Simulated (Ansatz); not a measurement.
Level of theory: DFT PBE, scalar-relativistic, plane waves, PAW in Ansatz. Settings: cutoff 420 eV, Γ-centred meshes spaced at most about 0.3 Å⁻¹, and about 0.25 Å⁻¹ or finer for metals (2π included), Gaussian smearing. No spin polarisation in the final relaxations.

These are static total energies at zero pressure.

Compare these two cells of NbAl2, each relaxed at this level.

A.

Space group P-1 (No. 2). a = 2.948 Å, b = 5.485 Å, c = 6.575 Å, α = 102.71°, β = 94.34°, γ = 102.12°
```csv
atom,site,symmetry,x,y,z
Al,2i,1,0.1898,0.3922,0.6385
Al,2i,1,0.1108,0.2699,0.0291
Nb,2i,1,0.5739,0.0565,0.3053
```

B.

Space group I4/mmm (No. 139). a = 3.128 Å, b = 3.128 Å, c = 10.139 Å, α = 90.00°, β = 90.00°, γ = 90.00°
```json
{"atom": "Al", "site": "4e", "symmetry": "4mm", "x": "0.0000", "y": "0.0000", "z": "0.3280"}
{"atom": "Nb", "site": "2a", "symmetry": "4/mmm", "x": "0.0000", "y": "0.0000", "z": "0.0000"}
```

Question: Which form is favoured at zero pressure, and by what margin per atom?

Answer: A is lower, by 75 meV/atom. A has Al and Nb ordered on hcp sites, space group P-1 (No. 2), 16.8 Å³/atom and no gap on its mesh; B has the MoSi2 (C11b) type, space group I4/mmm (No. 139), 16.5 Å³/atom and no gap. Counting all near atoms (those within 1.25 times the shortest distance at each site; a plus sign parts nearer from farther groups), A has Nb 12, Al 12 and B has Nb 8+6, Al 8+5. In A, around Al on its first site lie 7 Al at 2.68–2.95 Å and 5 Nb at 2.78–3.08 Å; Al on its second site has 4 Nb at 2.79–2.86 Å, 7 Al at 2.81–2.95 Å and 1 Al at 3.15 Å; Nb has 9 Al at 2.78–3.08 Å and 3 Nb at 2.81–2.95 Å. In B, around Al lie 4 Al at 2.72 Å, 4 Nb at 2.82 Å, 4 Al at 3.13 Å, 1 Nb at 3.33 Å and 1 Al at 3.49 Å; around Nb lie 8 Al at 2.82 Å, 4 Nb at 3.13 Å and 2 Al at 3.33 Å. Both come from invented guesses.

Cells relaxed within their symmetry can be saddle points. The P-1 cell of NbAl2 came from shaking the I4/mmm one.
